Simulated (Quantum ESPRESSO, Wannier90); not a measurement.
## Wannier functions of ZnS (wurtzite)

```xyz
4
Lattice="3.8058 0.0000 0.0000 -1.9029 3.2959 0.0000 0.0000 0.0000 6.2380" Properties=species:S:1:pos:R:3 pbc="T T T"
Zn     1.9029    -1.0986     0.0009
Zn    -1.9029     1.0986    -3.1181
S      1.9029    -1.0986     2.3384
S     -1.9029     1.0986    -0.7806
```

Cell from Materials Project (mp-560588), symmetrised, no further relaxation. COD (Crystallography Open Database) has the formula in 4 space groups, this one among them (matched by group alone). Method: PBEsol plane waves in Quantum ESPRESSO 7.5 (PseudoDojo norm-conserving files, 68 Ry, no spin polarisation, no spin-orbit coupling), Bloch states on a 12×12×4 mesh through Γ, Wannier90 4.0.1. Density: 12×12×6 mesh, cold smearing 0.01 Ry.

Bands 9-26 form an isolated set from -13.23 to 0.00 eV relative to the valence-band maximum (on the path) and are turned into 18 Wannier functions by minimising the spread from the start: SCDM (isolated).

Where do the functions sit, how wide are they and what are they made of?


```csv
functions,spread (Å²),"nearest atom, distance (Å)","second atom, distance (Å)",weight on atomic waves
4,0.42,Zn 0.02,S 2.32,Zn 3d 100 %
2,0.40,Zn 0.01,S 2.33,Zn 3d 100 %
4,0.41,Zn 0.01,S 2.32,Zn 3d 100 %
8,1.46,S 0.66,Zn 1.67,"S 3p 64 %, S 3s 23 %, Zn 4s 10 %"
```

Ω_I = 14.25 Å², Ω_total = 15.77 Å²; the interpolated bands follow pw.x to 1.7 meV rms on the path. It is the lowest total spread that any start reached here.
